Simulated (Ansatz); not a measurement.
NaHO:
```
NaHO
1.0
    3.49247     0.00000     0.00000
    0.00000     3.39321     0.00000
   -1.41694     0.00000     4.89512
Na H O
2 2 2
Direct
  0.16581   0.79659   0.29926
  0.83419   0.29659   0.70074
  0.46044   0.93726   0.93330
  0.53956   0.43726   0.06670
  0.34406   0.76610   0.77324
  0.65594   0.26610   0.22676
```

Relaxed with PBEsol.

Problem. Give the Bader charges and basin volumes of the independent atoms, the program Ansatz at the PBEsol level (PAW).

Solution. 

```
atom  Bader charge (e)  Bader volume (Å³)
----  ----------------  -----------------
Na1              +0.86                8.6
H3               +0.54                1.9
O5               -1.40               18.5
```

Space group P2_1. The first step of the workflow began from a Materials Project structure, measured or hypothetical; the Crystallography Open Database copy checked does not list it. COD files the formula under space group No. 11. Its standing as an ambient phase is unchecked. The PBEsol relaxation kept the symmetry of its start; its stability against distortions is not shown here.

Potentials: the later of the program's two PAW sets.
